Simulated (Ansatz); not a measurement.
Data:

BN:
```cif
data_B2N2
_chemical_formula_sum 'B2 N2'
_space_group_name_H-M_alt 'P63/mmc'
_space_group_IT_number 194
_space_group_name_Hall '-P 6c 2c'
_cell_length_a 2.48831
_cell_length_b 2.48831
_cell_length_c 6.49510
_cell_angle_alpha 90.000
_cell_angle_beta 90.000
_cell_angle_gamma 120.000
loop_
_atom_site_label
_atom_site_type_symbol
_atom_site_symmetry_multiplicity
_atom_site_Wyckoff_symbol
_atom_site_fract_x
_atom_site_fract_y
_atom_site_fract_z
_atom_site_occupancy
B1 B 2 d 0.66667 0.33333 0.25000 1
N1 N 2 c 0.33333 0.66667 0.25000 1
```

This is the LDA-relaxed structure.

Question: All from plane-wave PAW LDA (Ansatz code), unless another level is named. Predict the electron effective mass.

Answer: 0.26, 2.1, 3.5 mₑ (principal values).

Question: What about the weight of the conduction-edge state by species (Voronoi cells)?

Answer: B 74 %, N 26 %.

Question: What about the valence-band maximum?

Answer: on the K–Γ line, 10 % of the way from K.

Space group P6_3/mmc. The cell was relaxed with LDA under the symmetry of its start; phonons on a q-mesh show no instability. A crystal of weakly bound layers computed without a dispersion correction: the cell and the soft elastic constants depend strongly on that.

Potentials: the earlier of the program's two PAW sets.

Edges and masses are those of Kohn–Sham bands, whose gap is no quasiparticle gap.
